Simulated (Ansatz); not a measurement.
input.yaml (Ansatz)

```yaml
crystal:
  lattice:
    - [2.9012290816, 0.0, 0.0]
    - [0.0, 2.9012290816, 0.0]
    - [0.0, 0.0, 2.9012290816]
  atoms:
    - { symbol: Zr, position: [0.0, 0.0, 0.0], spin: 1.0 }
hamiltonian:
  xc: mr2scan
  pseudopotentials:
    kind: paw
    azcp:
      Zr: "pseudopotentials/Zr.paw.azcp"
basis:
  ecutwfc: 500
  fft_grid_basis: typed
kpoints:
  mp_grid: { grid: [18, 18, 18], shift: [0, 0, 0] }
magnetization:
  spin_polarized: true
scf:
  occupations: { method: fermi_dirac, width: 0.05 }
output:
  stress: true
```

Terminal output

```
Engine: ansatz 0.2.0, aarch64-unknown-linux-gnu
Pseudopotentials: kind: paw
Pseudopotential: Zr, paw, valence charge 12, recommended cutoff 500 eV (meta_gga) 
Functional definition: m-r2SCAN
  exchange = m_r2scan_x
  correlation = m_r2scan_c
Crystal: 1 atoms, lattice volume = 24.420 Å³
Basis set: ecut = 500 eV, 619 PW (Γ), exchange–correlation on 96×96×96 points (64 copies of the dense FFT grid, shifted against one another)
Bands: 11, of which v1, the nominal top of the filled ones, is band 6 counted from 1 (5 counted from 0)
Symmetry: 48 space group operations
Space group: Pm-3m (ITA 221), of the structure as read, at distance tolerance 2.9e-5 Å
Magnetic group: BNS 221.92 (UNI 1594), of the structure as read, at distance tolerance 2.9e-5 Å
k-points: 220 of 5832
Non-local potential: Zr, projectors of the file, l = 0: 3, l = 1: 2, l = 2: 2, l = 3: 2
PAW form: soft (Blöchl's): semilocal exchange-correlation on the pseudo side does not see the compensation charge
PAW frozen core: Zr, regenerated for the run's functional (the file was generated under x = pbe(κ = 0.804, μ = 0.2195149727645171), c = pbe(β = 0.06672455060314922))
PAW one-centre angular grid: Zr, 590 points (default); XC on 160 Gauss nodes
Initial density: superposition of atomic densities (chi_scale 0.1, normalization cell)
Starting moments: Σ|m| = 1 μB on 1 of 1 site
Initial wavefunctions: pseudopotential atomic-orbital guess
Functional: x = mr2scan, c = mr2scan; τ floored in thin density (d = 2e-4 eV/Å³)
iter 1 solved again at ethr=1.28e-3 eV; its pass at ethr=3.10e-3 eV (dr2=1.53e-1 eV) is discarded
SCF iter   1: F=—  HF=-4193.839754 eV  |F-HF|=—  |Δ(HF+E_count)|=         —  Δρ=2.30e-2 (↑2.30e-2 ↓8.88e-3)  dr2=1.86e-1  dr2_τ=3.44e-3  dr2_m=2.46e-2  M=0.818 μB ∫|m|=0.818 μB  β_m=1.00  ethr=1.28e-3  ⟨swp⟩=2.1  Hψ=37871  notcnv=0
Mixer restart at iter 1: flushing history
SCF iter   2: F=—  HF=-4193.960584 eV  |F-HF|=—  |Δ(HF+E_count)|=         —  Δρ=1.33e-2 (↑1.33e-2 ↓1.06e-2)  dr2=7.51e-2  dr2_τ=1.47e-3  dr2_m=9.65e-3  M=0.565 μB ∫|m|=0.565 μB  β_m=0.97  ethr=1.28e-3  ⟨swp⟩=2.5  Hψ=8238  notcnv=0
Mixer restart at iter 2: flushing history
SCF iter   3: F=—  HF=-4194.003959 eV  |F-HF|=—  |Δ(HF+E_count)|=   4.34e-2  Δρ=9.52e-3 (↑8.63e-3 ↓9.52e-3)  dr2=2.29e-2  dr2_τ=8.78e-4  dr2_m=7.55e-3  M=0.338 μB ∫|m|=0.338 μB  β_m=0.53  ethr=6.26e-4  ⟨swp⟩=2.3  Hψ=8703  notcnv=0  defer=4  κ⁻¹=1.0e0(r=1)
SCF iter   4: F=—  HF=-4194.051639 eV  |F-HF|=—  |Δ(HF+E_count)|=   4.77e-2  Δρ=5.64e-3 (↑3.48e-3 ↓5.64e-3)  dr2=6.29e-3  dr2_τ=6.15e-5  dr2_m=1.38e-3  M=0.174 μB ∫|m|=0.174 μB  β_m=1.00  ethr=1.91e-4  ⟨swp⟩=2.3  Hψ=8805  notcnv=0  defer=8  κ⁻¹=5.5e-2(r=2)
SCF iter   5: F=—  HF=-4194.064883 eV  |F-HF|=—  |Δ(HF+E_count)|=   1.32e-2  Δρ=3.28e-3 (↑2.52e-3 ↓3.28e-3)  dr2=2.01e-3  dr2_τ=8.01e-5  dr2_m=8.19e-4  M=0.131 μB ∫|m|=0.131 μB  β_m=1.00  ethr=5.24e-5  ⟨swp⟩=1.8  Hψ=7298  notcnv=0  defer=18  κ⁻¹=2.5e-2(r=3)
...
SCF iter  17: F=—  HF=-4194.071363 eV  |F-HF|=—  |Δ(HF+E_count)|=   1.32e-8  Δρ=1.97e-7 (↑1.50e-7 ↓1.97e-7)  dr2=5.68e-12  dr2_τ=8.87e-13  dr2_m=4.42e-12  M=-0.000 μB ∫|m|=0.000 μB  β_m=1.00  ethr=1.00e-12  ⟨swp⟩=3.0  Hψ=10526  notcnv=0  defer=32  κ⁻¹=5.1e-8(r=8)
SCF iter  18: F=—  HF=-4194.071363 eV  |F-HF|=—  |Δ(HF+E_count)|=  3.55e-10  Δρ=5.06e-7 (↑5.06e-7 ↓4.22e-7)  dr2=7.34e-12  dr2_τ=5.23e-12  dr2_m=4.74e-11  M=-0.000 μB ∫|m|=0.000 μB  β_m=1.00  ethr=1.00e-12  ⟨swp⟩=1.0  Hψ=11548  notcnv=0  κ⁻¹=6.2e-9(r=8)
SCF iter  19: F=-4194.071363 eV  HF=-4194.071363 eV  |F-HF|=2.73e-12  |Δ(HF+E_count)|=  4.95e-10  Δρ=1.03e-7 (↑1.03e-7 ↓7.59e-8)  dr2=6.74e-13  dr2_τ=1.80e-13  dr2_m=1.50e-12  M=0.000 μB ∫|m|=0.000 μB  ethr=1.00e-12  ⟨swp⟩=2.9  Hψ=11321  notcnv=0
SCF 1 converged in 19 iterations: F = -4194.071363 eV  dr2 = 6.74e-13
WARN: the starting moments were not kept: the SCF closed with an absolute magnetisation of 1.7e-5 μB, where they sum to 1 μB in size (1 site). That is at most 0.1 of that sum. Measured as dr2_m measures the in/out step, that magnetisation stands 3.9e-11 eV from none, at or under the dr2_threshold of 1.0e-7 eV: it is no larger than a step whose dr2_m would equal this threshold. The system may hold no moment; this SCF shows only that its start led to no more than that. To try another start: raise the starting moments (crystal.atoms[].spin, magnetization.per_species, magnetization.initial_magnetization, or on a non-collinear deck that types none of these the spinor_matrix: blocks that start its atoms; where the total moment is fixed, keep their sum and leave initial_magnetization as it is; typed ones take the place of any that the run laid by itself, positive ones on a crystal's lanthanoids without a Hubbard term where scf.initial_density.shell_occupations: [] is typed) or, if the notice of its spin-set hold's release reads "site moments contracting" or "site moments show no strong build", lengthen the hold (scf.mixing.spin_hold: { on: { confirm: 4 } }; for m-r²SCAN on two components see the key's manual first). Each may lead to a state that holds a moment. A second SCF, from the converged charge density, with the starting moments and any scf.initial_density.shell_occupations laid on it anew, would have followed, and was not run: the deck does not ask for one (magnetization.retry_lost_moments is false, the default). To let it run, set magnetization.retry_lost_moments: true and run the deck again, where that key's refused combinations let it; where memory then withholds it, that run's warning says so.
this state was not tested for a lower state beside it, because the mixer in use, unlike msr1, does not test its closes by its own steps (another_mixer; see scf.mixing.algorithm and scf.lower_state_search)
SCF converged after 19 iterations
Magnetization: 0.0000 μB (6.0000 up, 6.0000 down)
Absolute magnetization: 0.0000 μB (∫|ρ↑−ρ↓|)
Spin contamination: 0.0000 ħ² per cell (⟨S²⟩ above its minimum at these occupations)
Per-site moments (μB) at R_I (Å): [(9.909018613323769e-6, 1.19675699616)]
Free energy (F): -4194.071363 eV
Harris-Foulkes:  -4194.071363 eV  (|F-HF|=2.73e-12)
Internal energy: -4194.057162 eV  (E = F + TS)
E sigma→0 (E₀):  -4194.064262 eV
Entropy (-TS):   -0.014201 eV (-14.201 meV/atom)
Fermi energy:    12.982529 eV
--- Per-component energies (eV) ---
  E_band       = -115.809304
  E_kinetic    = 332.946828
  E_local      = -685.523364  (includes V_loc(G=0)·N_el)
  E_nonlocal   = 81.942914
  E_hartree    = 217.178539
  E_xc         = -154.840482
  E_vxc        = -210.290569  (∫ρ·V_xc dr)
  E_paw        = -2971.668795  (= ΣΔE_a)
  E_vpaw       = -81.911088  (= ΣTr[D̂ρ^β])
  E_aug_tail   = 0.000010  (compensation charges beyond the density's cutoff)
  E_vtau       = 12.668870  (kinetic-family band-sum trace: ∫τ·v_τ [+ j·A + Jᵃ·Aᵃ] dr)
  E_ewald      = -1013.928070
  E_core_change = -0.164742  (= ΣΔE_core)
  E_smearing   = -0.014201  (= −TS)
  E_closure    = -0.000000  (closes the sum)
  Σ components = -4194.071363   (vs F -4194.071363, Δ=0.00e0)
--- Stress (GPa, compression-positive) ---
        0.190585       0.000000       0.000000
       -0.000000       0.190585       0.000000
        0.000000       0.000000       0.190585
  P = ⅓ Tr σ = 0.1906 GPa (1.906 kbar)
```
